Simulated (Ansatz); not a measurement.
B:
```cif
data_B12
_chemical_formula_sum 'B12'
_space_group_name_H-M_alt 'P 1'
_space_group_IT_number 1
_cell_length_a 5.02850
_cell_length_b 5.02850
_cell_length_c 5.02850
_cell_angle_alpha 58.008
_cell_angle_beta 58.008
_cell_angle_gamma 58.008
loop_
_space_group_symop_operation_xyz
  'x, y, z'
loop_
_atom_site_label
_atom_site_type_symbol
_atom_site_fract_x
_atom_site_fract_y
_atom_site_fract_z
_atom_site_occupancy
B1 B 0.01062 0.65383 0.01062 1
B2 B 0.98938 0.34617 0.98938 1
B3 B 0.01062 0.01062 0.65383 1
B4 B 0.98938 0.98938 0.34617 1
B5 B 0.65383 0.01062 0.01062 1
B6 B 0.34617 0.98938 0.98938 1
B7 B 0.22159 0.62980 0.22159 1
B8 B 0.77841 0.37020 0.77841 1
B9 B 0.22159 0.22159 0.62980 1
B10 B 0.77841 0.77841 0.37020 1
B11 B 0.62980 0.22159 0.22159 1
B12 B 0.37020 0.77841 0.77841 1
```

Relaxed with PBEsol. PBEsol in the plane-wave PAW code Ansatz gives a gap of 1.34 eV.

### Question
What gap does HSE06 give on the same cell (Ansatz, PAW)?

### Answer
1.94 eV, 0.60 eV more. The hybrid was solved on a coarser mesh and at special points; its gap is the smallest among all of these.

```csv
k,v1 PBEsol,c1 PBEsol,v1 HSE06,c1 HSE06
Γ,-0.36,1.34,-0.40,1.94
T,0.00,2.51,(withheld),(withheld)
L,-0.60,1.87,(withheld),(withheld)
F,-1.95,1.39,(withheld),(withheld)
S0,-1.73,1.77,-2.08,2.52
H0,-1.80,1.63,(withheld),(withheld)
```

### Question
Top valence (v1) and lowest conduction level (c1) in eV from each method's valence maximum (which need not be a listed point): supply the withheld HSE06 values.

### Answer

- H0, v1 HSE06: -2.15
- H0, c1 HSE06: 2.36
- F, v1 HSE06: -2.26
- F, c1 HSE06: 2.02
- L, v1 HSE06: -0.92
- L, c1 HSE06: 2.53
- T, v1 HSE06: 0.00
- T, c1 HSE06: 3.27

Cost on shared cores: the PBEsol run (SCF on a 7×7×7 mesh, then bands and DOS) roughly 50 core-seconds, the HSE06 run (SCF on 4×4×4, then a few points) roughly 4 core-minutes; the tasks are unlike.

Space group R-3m (α-B12). Symmetry was held in the PBEsol relaxation.

Potentials: the later of the program's two PAW sets.
